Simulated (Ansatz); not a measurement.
The start is a relaxed ZnO cell deformed by the Cartesian strain tensor (xx, yy, zz, yz, xz, xy) = (0.092, -0.130, -0.077, 0.075, -0.087, 0.087). Cell shape, volume and atoms are optimised at zero target pressure with PBE (plane waves to 420 eV, PAW, scalar-relativistic; Ansatz, a program for electronic structure). The first steps use a coarse 6×8×2 k-mesh.

Starting cell:
```
CELL_PARAMETERS angstrom
      3.57087     0.28286    -0.28286
     -1.54047     2.32235     0.35382
     -1.38097     1.19737    14.73564
ATOMIC_POSITIONS crystal
  Zn 0.00000 0.00000 0.99989
  Zn 0.00000 0.00000 0.49989
  Zn 0.66667 0.33333 0.83342
  Zn 0.33333 0.66667 0.33342
  Zn 0.66667 0.33333 0.16663
  Zn 0.33333 0.66667 0.66663
  O  0.00000 0.00000 0.87469
  O  0.00000 0.00000 0.37469
  O  0.66667 0.33333 0.70793
  O  0.33333 0.66667 0.20793
  O  0.66667 0.33333 0.04113
  O  0.33333 0.66667 0.54113
```

**Question.** What pressure does the first self-consistent step give?

**Answer.** +37.1 GPa (positive: the cell is compressed).

**Question.** By how much does the energy per atom fall from start to end?

**Answer.** 0.56 eV/atom.

**Question.** Does it find its way back to the structure it was made from?

**Answer.** The parent structure is recovered, P6₃mc (No. 186).

**Question.** How do the shortest distances between atoms change?

**Answer.** The closest pairs of elements (up to four, under 3.6 Å), start → end: O–Zn 1.67 → 2.00 Å; O–O 2.72 → 3.26 Å; Zn–Zn 2.72 → 3.26 Å.

**Question.** Is the relaxed structure metallic? Give its gap.

**Answer.** 0.67 eV, direct at Γ (no spin-orbit coupling).

Relaxed structure:

Space group P6₃mc (No. 186); a = 3.270 Å, b = 3.270 Å, c = 15.965 Å, α = 90.00°, β = 90.00°, γ = 120.00°

```tsv
atom	site	symmetry	x	y	z
Zn	2a	3m.	0.0000	0.0000	0.0001
Zn	2b	3m.	0.3333	0.6667	0.1666
Zn	2b	3m.	0.6667	0.3333	0.3334
O	2a	3m.	0.0000	0.0000	0.1253
O	2b	3m.	0.3333	0.6667	0.2921
O	2b	3m.	0.6667	0.3333	0.4589
```

Final values are on a 9×9×2 k-mesh of the relaxed cell. No spin polarisation in the result.

The first start was generated by placing the elements on the sites of a structure type. A measured structure of ZnO has the same space group, P6₃mc (No. 186); the sites were not compared with it.
